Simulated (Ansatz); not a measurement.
Ag (fcc, Cu type)

```yaml
crystal:
  lattice:
    - [0.00000, 2.02739, 2.02739]
    - [2.02739, 0.00000, 2.02739]
    - [2.02739, 2.02739, 0.00000]
  atoms:
    - { symbol: Ag, position: [0.00000, 0.00000, 0.00000] }
```

Two coordinates are scanned: the volume, and the ratio of the stretch along z (the conventional c axis) to the stretch across it. Atoms keep their fractional coordinates.

Calculation: PBEsol (plane waves to 420 eV, PAW, scalar-relativistic; Ansatz, a first-principles code). k mesh 20×20×20 (Γ-centred), Fermi-Dirac smearing 0.05 eV. Compression counts positive. With partly filled bands, the response to shear is sensitive to the k mesh, so small differences along c/a are uncertain. Ag was relaxed with its symmetry unable to fall. The PAW data are Ansatz's earlier set. 

Q: What σzz − σxx (GPa) does the calculation give at all points of the grid V/V₀ = 0.920, 0.947, 0.973, 1.000, 1.027, 1.053, 1.080 by (c/a)/(c/a)₀ = 0.880, 0.920, 0.960, 1.000, 1.040, 1.080, 1.120?

A: σzz − σxx (GPa), with V/V₀ across and (c/a)/(c/a)₀ down:

```csv
(c/a)/(c/a)₀ \ V/V₀,0.920,0.947,0.973,1.000,1.027,1.053,1.080
0.880,3.5,3.2,2.9,2.6,2.3,2.1,1.9
0.920,3.3,3.0,2.8,2.6,2.4,2.2,2.0
0.960,2.0,1.8,1.7,1.6,1.4,1.3,1.2
1.000,0.0,0.0,0.0,0.0,0.0,0.0,0.0
1.040,-2.5,-2.3,-2.1,-1.9,-1.8,-1.6,-1.5
1.080,-5.7,-5.1,-4.7,-4.2,-3.8,-3.5,-3.2
1.120,-8.7,-7.9,-7.2,-6.6,-6.0,-5.5,-5.0
```

(Under strain, the slope of the energy per volume gives the stress and its curvature an elastic modulus.)
